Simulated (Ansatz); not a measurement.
Two states of BaFe2S3

```xyz
12
Lattice="5.5752 -0.7602 -0.5490 -0.3779 6.7959 0.9452 -0.8167 -0.9326 7.0986" Properties=species:S:1:pos:R:3 pbc="T T T"
Ba    2.6910    0.8684    2.3271
Ba    5.4077    1.6195   -0.1769
Fe    0.1384    4.0007    5.8063
Fe    2.5178    2.5135    5.1485
Fe    3.5088    5.0436    4.8180
Fe   -0.0645    5.4233    3.5170
S     0.5496    2.9028    3.5019
S     2.0703    3.9198    1.9298
S     0.4571    5.8080    1.0549
S     0.1341    0.8218    4.6383
S     2.2044   -0.2817    5.1792
S     3.7129    5.6043    1.3759
```

Level: PBE; 420 eV; 4×3×3 (shifted by 0.5, 0.5, 0 steps) mesh; fermi-dirac occupations (width 0.1125 eV); Ansatz 0.2.0, fixed geometry.

State A: Fe3 up, Fe4 up, Fe5 up, Fe6 up (collinear spin). State B: Fe3 up, Fe4 up, Fe5 up, Fe6 down (collinear spin).

Q: Which state is lower, and how do they differ?

A: State A is lower by 25.9 meV an atom at zero smearing; in free energy at this smearing B lies +22.8 meV an atom from A.

```json
{"state": "A", "free energy (meV/atom)": "0.0", "largest moment in a small sphere (μB)": "3.03", "net moment (μB/cell)": "12.30", "gap on mesh (eV)": "metal", "pressure (GPa)": "-2.9", "largest force (eV/Å)": "2.08"}
{"state": "B", "free energy (meV/atom)": "22.8", "largest moment in a small sphere (μB)": "3.00", "net moment (μB/cell)": "5.90", "gap on mesh (eV)": "metal", "pressure (GPa)": "-2.8", "largest force (eV/Å)": "2.05"}
```

Origin: a disordered cell, so it need not be a known compound. Caveats: semilocal functionals often miss the gap of such magnets; the k mesh is coarse if the cell is a metal; atoms or cell far from equilibrium.
